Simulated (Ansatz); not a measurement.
**Ag: stiffness from a series of strains**

```yaml
crystal:
  lattice:
    - [2.88620, 0.00000, 0.00000]
    - [-1.44310, 2.49952, 0.00000]
    - [0.00000, 0.00000, 10.00000]
  atoms:
    - { symbol: Ag, position: [0.33333, 0.66667, 0.25000] }
    - { symbol: Ag, position: [0.66667, 0.33333, 0.75000] }
    - { symbol: Ag, position: [0.00000, 0.00000, 0.00000] }
    - { symbol: Ag, position: [0.00000, 0.00000, 0.50000] }
```

Atoms are numbered in the order listed.

The cell comes from COD entry 1509194, which wasn't checked; take it as a given geometry.

Computed with DFT, LDA, all-electron LAPW, scalar-relativistic in Ansatz 0.2.0.

Settings: a Γ-centred 14×14×4 k mesh, Fermi–Dirac smearing of 0.08 eV, basis error target 0.5 meV/atom, no spin polarisation.

The strain is applied along the Cartesian axes of the cell as listed (the other components stay zero). Fractional coordinates are held (clamped ions).

σ is the change of stress from the unstrained cell, which is at -11.22 GPa; tension is positive, so slopes are stress–strain coefficients at that pressure. In a metal the k mesh adds noise.

Only quantities that a quadratic follows smoothly over the whole series are listed; rougher ones are left out.

```csv
εxx = εyy,σzz (GPa),σxx (GPa)
-0.0300,-2.55,-7.24
-0.0200,-1.63,-4.41
0.0000,0.00,0.00
0.0100,0.72,1.67
0.0200,1.38,3.05
0.0300,1.94,4.19
```

Task: Fit the series and read off the stiffness at zero strain.

Result: Least-squares fits y = p0 + p1 x + p2 x² to the rows give σzz (GPa): p1 = 75, p2 = -340; σxx (GPa): p1 = 189, p2 = -1700. So C13 + C23 = 75 GPa and C11 + C12 = 189 GPa, for these axes.

Task: One run, at εxx = εyy = -0.0100, is withheld. Predict its row.

Result: The fits give -0.78, -2.08; the run gave -0.78, -2.01.
